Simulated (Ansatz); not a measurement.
HfGeS in space group P4/nmm (No. 129; Hf on 2c, Ge on 2a, S on 2c), plane-wave PAW PBE (Ansatz code), all energies at zero smearing, with the estimated change up to a 700 eV cutoff added, with one set of potentials and settings (totals compare only within such a set). Cell of 6 atoms (2 Hf, 2 Ge, 2 S): -41843.108 eV.

```csv
element,reference phase,E (eV/atom)
Hf,"P6_3/mmc, 2 atoms in the cell",-15721.3637
Ge,"Fd-3m, 2 atoms in the cell",-4294.9847
S,"Fddd, 32 atoms in the cell",-902.0599
```

Formation energy per atom, worked out: (-41843.108 − 2×(-15721.3637) − 2×(-4294.9847) − 2×(-902.0599))/6 = -1.049 eV/atom (-101 kJ per mol of atoms), at 0 K, without zero-point energy or fitted corrections.

The first step of the workflow began from a Materials Project structure, measured or hypothetical; the Crystallography Open Database files this formula in space group No. 129, but the cells were not matched. Whether it is the stable phase at ambient conditions was not checked. The PBE relaxation kept the symmetry of its start; whether a distortion lowers the energy is not shown. The run is not spin-polarised. The references are the lowest solids computed at this level, not always the standard phases. Spin–orbit coupling is left out wherever it is not named.

Potentials: the later of the program's two PAW sets.
